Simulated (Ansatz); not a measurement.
Property card of a CaSe4 sheet

The structure comes from a generated guess, relaxed at this level; another structure or a mixture of phases may lie lower.

Computed with DFT PBE, scalar-relativistic, plane waves, PAW (Ansatz). Settings: cutoff 420 eV, Γ-centred mesh 12×12×1 on the computed 5-atom cell, Gaussian smearing of 0.10 eV; no spin polarisation.

The sheet is periodic along a and b; c holds vacuum.

```xyz
5
Lattice="5.4937 0.0000 0.0000 -2.7469 4.7577 0.0000 0.0000 0.0000 29.1036" Properties=species:S:1:pos:R:3 pbc="T T F"
Ca    0.0000    0.0000    8.5000
Se    0.0000    3.1718    7.3548
Se    0.0000    3.1718    9.6452
Se    2.7469    1.5859    9.6452
Se    2.7469    1.5859    7.3548
```

Formation energies are uncorrected and refer to the elements' standard structures at the same level.

```json
{
 "Layer group": "p6/mmm (No. 80)",
 "In-plane cell": "a = 5.494 Å, b = 5.494 Å, γ = 120.0°",
 "Area per atom": "5.23 Å²",
 "Thickness between the outermost nuclei": "2.29 Å",
 "Energy over the elements": "−0.47 eV/atom",
 "Band gap over mesh and path": "none (metal or semimetal)",
 "Density of states at the Fermi level": "4.4 states/eV per cell",
 "Löwdin character within 0.5 eV of the Fermi level": "Se 4p 92 %, unprojected 7 %",
 "Bader charges (e)": "Ca1 1.50, Se2 -0.37, Se3 -0.37, Se4 -0.37, Se5 -0.37"
}
```

Levels along Γ–M–K–Γ, in eV from the Fermi level, sorted by energy at each point. Points in fractions of the primitive reciprocal vectors: Γ (0.000 0.000 0.000), M (0.500 0.000 0.000), K (0.333 0.333 0.000).
```
point  k (1/Å, with 2π)  band 34  band 35  band 36  band 37  band 38  band 39  band 40
    Γ             0.000    -2.33    -2.31    -2.31    -0.35    -0.35     0.83     1.93
    -             0.094    -2.35    -2.30    -2.29    -0.32    -0.28     0.85     2.04
    -             0.189    -2.45    -2.28    -2.19    -0.22    -0.08     0.93     2.31
    -             0.283    -2.58    -2.24    -2.04    -0.11     0.19     1.03     2.52
    -             0.377    -2.62    -2.18    -1.88    -0.01     0.50     1.16     2.57
    -             0.472    -2.51    -2.12    -1.73     0.03     0.78     1.30     2.38
    -             0.566    -2.37    -2.06    -1.62     0.03     0.99     1.43     2.22
    M             0.660    -2.30    -2.04    -1.58     0.02     1.07     1.49     2.15
    -             0.715    -2.36    -2.01    -1.52    -0.03     1.11     1.50     2.14
    -             0.769    -2.51    -1.93    -1.38    -0.15     1.19     1.52     2.12
    -             0.824    -2.68    -1.80    -1.22    -0.32     1.28     1.55     2.08
    -             0.878    -2.86    -1.65    -1.06    -0.51     1.38     1.60     2.04
    -             0.933    -3.02    -1.48    -0.93    -0.71     1.45     1.66     1.97
    -             0.987    -3.04    -1.29    -0.91    -0.84     1.50     1.74     1.90
    K             1.042    -3.05    -1.10    -1.10    -0.81     1.52     1.82     1.82
    -             1.151    -3.02    -1.46    -0.93    -0.73     1.44     1.63     2.01
    -             1.259    -2.94    -1.77    -1.22    -0.41     1.20     1.43     2.23
    -             1.368    -2.82    -2.00    -1.57    -0.20     0.82     1.25     2.46
    -             1.477    -2.66    -2.17    -1.89    -0.15     0.40     1.09     2.55
    -             1.586    -2.50    -2.26    -2.13    -0.21     0.02     0.95     2.39
    -             1.695    -2.36    -2.30    -2.28    -0.31    -0.26     0.86     2.08
    Γ             1.804    -2.33    -2.31    -2.31    -0.35    -0.35     0.83     1.93
```

The last run used a 12×12×1 mesh for its 5-atom cell and Gaussian smearing of 0.10 eV. The cell is a metal run without spin; a magnetic state may lie lower. The reference form of Se is held partly by dispersion forces, which this level lacks.
